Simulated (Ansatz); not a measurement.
A crystal relaxed with r2SCAN in the plane-wave code Ansatz has space group P6_3mc (No. 186) and a = 3.808 Å, c = 12.466 Å.

```tsv
atom	site	x	y	z
Zn	2a	0.0000	0.0000	0.0001
Zn	2b	0.3333	0.6667	0.2501
Xx	2a	0.0000	0.0000	0.1872
Xx	2b	0.3333	0.6667	0.4376
```

r2SCAN gives a direct gap of 2.74 eV at Γ. With HSE06 the gap is 3.41 eV and direct, at Γ. With PBE the gap is 2.18 eV and direct, at Γ. Meshes: r2SCAN 12×12×2, HSE06 6×6×2, PBE 12×12×2. r2SCAN's ε∞ is 5.4 along all three axes, to this precision.

Task: Which element is Xx?
A. Se
B. O
C. S
D. Te

Result: C. Xx is S: ZnS, 4H polytype. Zn is surrounded by 4 S at 2.33 Å; Zn is surrounded by 4 S at 2.33–2.34 Å; S is surrounded by 4 Zn at 2.33 Å; S is surrounded by 4 Zn at 2.33–2.34 Å.

Spin-unpolarised throughout; all numbers are computed.

The meshes of the hybrids are coarse, so their gaps aren't converged to the digits shown.

For a response run the program warns that the ground state's bands aren't all converged, so ε∞ carries an extra error.
